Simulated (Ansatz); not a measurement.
PbSe:
```
PbSe
1.0
    0.00000     3.10863     3.10863
    3.10863     0.00000     3.10863
    3.10863     3.10863     0.00000
Se Pb
1 1
Direct
  0.00000   0.00000   0.00000
  0.50000   0.50000   0.50000
```

Relaxed with PBE (plane waves, PAW; program Ansatz). Indices refer to the conventional cell of Fm-3m, a = b = c = 6.2173 Å, α = β = γ = 90.00°.

**Question.** Simulate the powder diffraction pattern (Mo Kα, λ = 0.71073 Å; lines above 1 %) up to 2θ = 45°.

**Answer.** Simulated powder pattern, Mo Kα, λ = 0.71073 Å (kinematic, ideal powder, no thermal factors, no anomalous dispersion; the 30 strongest lines at most, above 1 %, up to 2θ = 45°):

```csv
2θ (°),d (Å),I/Imax (%),hkl
11.36,3.590,35,(111)
13.13,3.109,100,(200)
18.61,2.198,83,(220)
21.86,1.875,22,(311)
22.84,1.795,32,(222)
26.43,1.554,16,(400)
28.85,1.426,10,(331)
29.62,1.390,45,(420)
32.52,1.269,34,(422)
34.56,1.197,7.9,(511)+(333)
37.73,1.099,11,(440)
39.53,1.051,7.9,(531)
40.11,1.036,21,(442)+(600)
42.38,0.983,14,(620)
44.02,0.948,2.8,(533)
44.56,0.937,12,(622)
```

Symmetry was held in the PBE relaxation. Spin–orbit coupling is left out wherever it is not named.

Potentials: the later of the program's two PAW sets.
